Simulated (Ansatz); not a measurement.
The start is a relaxed Mg cell, doubled along one cell vector, shaken by Gaussian noise of σ = 0.08 Å a coordinate. A full variable-cell relaxation at zero pressure is run with r2SCAN (plane waves to 500 eV, PAW, scalar-relativistic; Ansatz, a first-principles code). The first steps use a coarse 13×13×7 k-mesh.

Input geometry:
```
Mg
1.0
   -1.77994     1.77994     1.77994
    1.77994    -1.77994     1.77994
    3.55987     3.55987    -3.55987
Mg
2
Cartesian
  0.00584   0.10854   0.02941
  1.59759   1.49606  -1.80284
```

- Largest initial force = 1.39 eV/Å, on Mg1, Mg2 (atoms numbered as listed)
- Energy released = 0.16 eV/atom
- Volume change = +0.3 %, from 22.56 to 22.63 Å³/atom
- Relative to the parent = It does not go back: it reaches P6₃/mmc (No. 194), hcp (Mg type), 0.03 eV/atom below the parent
- Shortest distances (start → end) = The closest pairs of elements (up to four, under 3.6 Å), start → end: Mg–Mg 2.73 → 3.17 Å
- Band gap at the end = zero (metallic)
- Optimiser moves = 12

The end point of the relaxation:

```cif
data_Mg2
_chemical_formula_sum 'Mg2'
_space_group_name_H-M_alt 'P63/mmc'
_space_group_IT_number 194
_space_group_name_Hall '-P 6c 2c'
_cell_length_a 3.17455
_cell_length_b 3.17455
_cell_length_c 5.18511
_cell_angle_alpha 90.000
_cell_angle_beta 90.000
_cell_angle_gamma 120.000
loop_
_atom_site_label
_atom_site_type_symbol
_atom_site_symmetry_multiplicity
_atom_site_Wyckoff_symbol
_atom_site_fract_x
_atom_site_fract_y
_atom_site_fract_z
_atom_site_occupancy
Mg1 Mg 2 d 0.66667 0.33333 0.25000 1
```

Final values are on a 17×17×9 k-mesh of the relaxed cell. No spin polarisation in the result.

The run could not lose the symmetry of its start.

Of the parent cell (Im-3m (No. 229)): it is a generated cell of Mg: the first start was made by a random draw of sites in a space group, and the end was not matched to a known phase here, so it may be hypothetical. Known forms of Mg include space group No. 194.
